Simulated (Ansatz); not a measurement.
Here is the system:

Ca:
Space group Fm-3m (No. 225); a = b = c = 5.4548 Å, α = β = γ = 90.00°

| atom | site | symmetry | x | y | z |
|---|---|---|---|---|---|
| Ca | 4a | m-3m | 0.0000 | 0.0000 | 0.0000 |
(The calculation used a cell of 1 atom; values per cell refer to that cell.)

This is the PBEsol-relaxed structure.

Task: All from DFT-PBEsol in the program Ansatz with PAW potentials, unless another level is named. Give the Poisson's ratio.

Result: 0.29.

Task: Give the elastic constants (relaxed ions, GPa).

Result: C11 = 23.1, C12 = 15.7, C44 = 16.2.

The cell was relaxed with PBEsol under the symmetry of its start. As this level gives no gap, shear constants depend on the k-mesh and smearing (Fermi–Dirac, 0.1 eV here).

Potentials: the earlier of the program's two PAW sets. The files were generated under PBE; for other functionals the program regenerates the frozen cores, and for LDA and PBEsol the local potential too.
